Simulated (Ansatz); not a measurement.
Relaxed-ion elastic tensor of SiO2 in space group Imma (No. 74; Si on 8h, O on 4e, O on 8g, O on 4a) in GPa (Voigt order), r²SCAN in the plane-wave PAW code Ansatz; density 1.80 g/cm³, 18.51 Å³ per atom.

```tsv
	1	2	3	4	5	6
1	207	48.6	112	0.0	0.0	0.0
2	48.6	44.5	86.3	0.0	0.0	0.0
3	112	86.3	212	0.0	0.0	0.0
4	0.0	0.0	0.0	50.2	0.0	0.0
5	0.0	0.0	0.0	0.0	20.5	0.0
6	0.0	0.0	0.0	0.0	0.0	-8.8
```

Is the crystal mechanically stable?

No: the smallest eigenvalue of C is -8.8 GPa.

The workflow started from a Materials Project entry (that database holds measured and hypothetical structures alike); the Crystallography Open Database copy checked does not list it. It is not the phase usual at ambient conditions (space group No. 92, 152, 154). The r²SCAN relaxation kept the symmetry of its start. At this level the phase is dynamically unstable (imaginary phonons).

Potentials: the earlier of the program's two PAW sets.
